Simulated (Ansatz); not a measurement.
Method: Ansatz 0.2.0, DFT PBE, scalar-relativistic, plane waves, PAW. All cells share a 420 eV cutoff and Γ-centred k meshes spaced about 0.3 Å⁻¹ or finer (0.25 for metals, 2π included). No spin polarisation.

Relaxed structures of Sn2Sb3Te, with energies over the first row. Coordination counts Sb or Te atoms around Sn (for each partner element, those within 1.25 times its shortest distance or 1.15 times the sum of covalent radii, where it is the nearest in units of that sum or under 1.3; the shortest distance is added where it exceeds 1.18 times the sum of covalent radii).

| # | form | sites | V (Å³/atom) | coordination | ΔE (meV/atom) |
| --- | --- | --- | --- | --- | --- |
| 1 | P-3m1 | Sn 2d; Sb 2d, 1b; Te 1a | 30.6 | Sn 6 | 0 |
| 2 | I4/mmm | Sn 4e; Sb 4e, 2a; Te 2b | 30.6 | Sn 6 | 24 |
| 3 | P4mm | Sn 2c; Sb 1b, 1a, 1a; Te 1b | 29.8 | Sn 6 from 3.6 Å | 152 |

A further structure, relaxed alike:

```cif
data_structure
_symmetry_space_group_name_H-M 'P-3m1'
_symmetry_Int_Tables_number 164
_cell_length_a 4.4084
_cell_length_b 4.4084
_cell_length_c 10.7574
_cell_angle_alpha 90.000
_cell_angle_beta 90.000
_cell_angle_gamma 120.000
_cell_volume 181.05
loop_
_atom_site_label
_atom_site_type_symbol
_atom_site_symmetry_multiplicity
_atom_site_Wyckoff_symbol
_atom_site_fract_x
_atom_site_fract_y
_atom_site_fract_z
_atom_site_occupancy
Sn1 Sn 2 d 0.66667 0.33333 0.33524 1
Sb1 Sb 2 d 0.33333 0.66667 0.17563 1
Sb2 Sb 1 b 0.00000 0.00000 0.50000 1
Te1 Te 1 a 0.00000 0.00000 0.00000 1
```

Task: Where does it fall in the ranking, and at what energy?

Result: It falls between rows 2 and 3, 75 meV/atom above row 1, with space group P-3m1 (No. 164) and 30.2 Å³/atom. Counting Sb or Te atoms around Sn, this cell and row 1 both have Sn 6. Sn has 6 Sb at 3.07–3.10 Å; around Sb on a site of symmetry 3m lie 3 Sn at 3.07 Å and 3 Te at 3.17 Å; around Sb on a site of symmetry -3m lie 6 Sn at 3.10 Å; around Te lie 6 Sb at 3.17 Å.

For metals, differences of a few meV/atom aren't resolved. Spin–orbit coupling, which can matter for Sb and Te, is left out. Row 1 has imaginary phonons (to 51i cm⁻¹ on its k mesh, which matters in a metal), so it may be a saddle point. Other cells relaxed within their symmetry can be saddle points.
